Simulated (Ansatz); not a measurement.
Mg₂Ge (anti-fluorite), relaxed and computed with several functionals in Ansatz (plane waves, PAW).

| functional | a (Å) | gap (eV) | B₀ by P(V) fit (GPa) |
|---|---|---|---|
| PBE | 6.421 | 0.16 | 49.7 |
| LDA | 6.286 | 0.10 | 56.4 |
| HSE06 | … | … | … |

### Question
What belongs in the gaps?

### Answer

- HSE06, a (Å): 6.381
- HSE06, gap (eV): 0.52
- HSE06, B₀ by P(V) fit (GPa): 54.8

All cells were relaxed under the symmetry of their starts (and spin orders); stability against distortions was not tested throughout. Spin–orbit coupling is left out wherever it is not named.

Potentials: the later of the program's two PAW sets.

Ansatz (a quantum-chemistry and plane-wave program) is a plane-wave DFT program.
